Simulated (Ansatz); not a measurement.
Se:
```
Se
1.0
    4.35898     0.00000     0.00000
   -2.17949     3.77499     0.00000
    0.00000     0.00000     5.01541
Se
3
Direct
  0.22460   0.00000   0.83333
  0.00000   0.22460   0.16667
  0.77540   0.77540   0.50000
```

Tensor components refer to the Cartesian frame of this cell.

### Question
Give the proper piezoelectric stress tensor with relaxed ions from DFT-r²SCAN+D4 in the program Ansatz with PAW potentials.

### Answer
In C/m², rows x, y, z, Voigt columns; mesh uncertainty up to 0.02.
```
-0.46   0.46   0.00  -0.04   0.00   0.00
 0.00   0.00   0.00   0.00   0.04   0.46
 0.00   0.00   0.00   0.00   0.00   0.00
```

The elastic tensor of the same run (GPa):

```
19.0   7.2  18.4   7.2   0.0   0.0
 7.2  19.0  18.4  -7.2   0.0   0.0
18.4  18.4  86.9   0.0   0.0   0.0
 7.2  -7.2   0.0  19.7   0.0   0.0
 0.0   0.0   0.0   0.0  19.7   7.2
 0.0   0.0   0.0   0.0   7.2   5.9
```

### Question
Convert to strain constants d = e·S.

### Answer
In pC/N:
```
-67.8   67.8    0.0   47.5    0.0    0.0
  0.0    0.0    0.0    0.0  -47.5  135.6
  0.0    0.0    0.0    0.0    0.0    0.0
```

Space group P3_121 (trigonal Se type). The cell was relaxed with r²SCAN+D4 under the symmetry of its start; of distortions, only those at the zone centre were tested.

Potentials: the later of the program's two PAW sets.
